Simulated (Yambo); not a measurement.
G0W0@PBEsol for a free-standing CaI$_{2}$ monolayer (symmetry P-3m1, slab cell 16.5 Å high) in Yambo. Reference settings: 6×6×1 Γ-centred k mesh, 158 bands and a 5 Ry block in the screening, 158 bands in G with the Bruneval-Gonze terminator, plasmon pole fitted at 27.2 eV, slab-truncated Coulomb interaction, stochastic integration of W near q = 0. The PBEsol gap Γ → M on this mesh is 3.39 eV; G0W0 gaps are taken between the same points.

| change from the reference | G0W0 gap Γ → M (eV) | shift of the valence edge (eV) |
|---|---|---|
| reference settings | 6.38 | -1.26 |
| 104 bands in G, no terminator | 6.34 | -0.82 |
| 64 bands in W, 64 bands in G | (withheld) | -0.98 |
| no terminator | 6.42 | -1.03 |
| 76 bands in W | 6.47 | -1.16 |
| 64 bands in G, no terminator | (withheld) | -0.48 |
| 104 bands in W, 104 bands in G | 6.39 | -1.13 |

Estimate the withheld gaps from the other rows; the computed values follow.


- 64 bands in W, 64 bands in G, G0W0 gap Γ → M (eV): 6.49
- 64 bands in G, no terminator, G0W0 gap Γ → M (eV): 6.25

The reference isn't shown to be the converged limit.

Spin-orbit coupling is included.

Geometry relaxed with PBEsol; primitive cell a = b = 4.436 Å, c = 16.500 Å, α = β = 90.00°, γ = 120.00°.

This is a model layer cut from the bulk structure; whether it is stable on its own was not checked.

A shift is the quasiparticle energy of the state minus its PBEsol energy.
